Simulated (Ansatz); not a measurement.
Co$_{3}$BPd in space group Pm-3m (No. 221; Co on 3c, Pd on 1a, B on 1b) under volume change, DFT-r²SCAN in the program Ansatz with PAW potentials, scaled uniformly.

```tsv
V (Å³/atom)	E − E(relaxed) (meV/atom)	P (GPa)
10.267	___	___
10.606	25.3	12.81
10.944	5.9	5.79
11.283	0.0	0.00
11.621	___	___
11.960	19.9	-8.95
12.298	42.7	-12.48
```

Question: What belongs in the gaps?

Answer: 
- 11.621, E − E(relaxed) (meV/atom): 5.2
- 11.621, P (GPa): -4.84
- 10.267, E − E(relaxed) (meV/atom): 61.0
- 10.267, P (GPa): 21.18

Question: What does a third-order Birch–Murnaghan fit give for V₀, B₀ and B′?

Answer: V₀ = 11.28 Å³/atom, B₀ = 178 GPa, B′ = 4.9.

The start of the workflow was typed in or built on a structure type; neither database checked (COD, Materials Project) lists it. Its standing as an ambient phase is unchecked. The r²SCAN relaxation kept the symmetry of its start; its stability against distortions is not shown here. The final state is ferromagnetic, the only order run, not a proven ground state. Its formation energy is positive at this level, so the cell may be metastable or incomplete. Other orbital occupations within this spin state were not tried. Scalar-relativistic: spin–orbit coupling is off unless named, which matters more the heavier the elements.

Potentials: the earlier of the program's two PAW sets. The files were generated under PBE; for other functionals the program regenerates the frozen cores, and for LDA and PBEsol the local potential too.
